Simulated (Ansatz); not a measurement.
The calculation used DFT PBE, scalar-relativistic, plane waves, PAW in Ansatz. Cutoff 420 eV, Γ-centred 6×6×6 mesh (8-atom cell), Gaussian smearing of 0.02 eV, no spin polarisation.

Energies over the elements count from the elements' standard structures at the same level, with no fitted energy shifts.

**Question.** Suggest a trial structure for a cubic semiconductor with formula Zn4Se3S, with a gap near 1.3 eV, a formation energy near −0.73 eV/atom and a density near 4.86 g/cm³, in a cell of 8 atoms. Its symmetry should be P-43m (No. 215).

**Answer.** Zn4Se3S, space group P-43m (No. 215). Around Zn lie 1 S at 2.39 Å and 3 Se at 2.47 Å; Se has 4 Zn at 2.47 Å; S has 4 Zn at 2.39 Å.

```
CELL_PARAMETERS angstrom
5.65905 0.00000 0.00000
0.00000 5.65905 0.00000
0.00000 0.00000 5.65905
ATOMIC_POSITIONS crystal
Zn 0.75656 0.75656 0.75656
Zn 0.75656 0.24344 0.24344
Zn 0.24344 0.75656 0.24344
Zn 0.24344 0.24344 0.75656
Se 0.50000 0.50000 0.00000
Se 0.50000 0.00000 0.50000
Se 0.00000 0.50000 0.50000
S 0.00000 0.00000 0.00000
```

| Property | Result |
| --- | --- |
| Volume per atom | 22.65 Å³ |
| Density | 4.86 g/cm³ |
| Energy over the elements | −0.734 eV/atom |
| Gap on the 6×6×6 mesh of the 8-atom cell | 1.32 eV |

The structure comes from a generated guess, relaxed at this level; another structure or a mixture of phases may lie lower. Other answers may fit too; this one was computed.

Kohn–Sham gaps at this level usually fall short of measured ones. The reference forms of S and Se are held partly by dispersion forces, which this level lacks. A later test with randomly moved atoms came back to the same energy, though modes that don't fit the test's cell weren't probed.
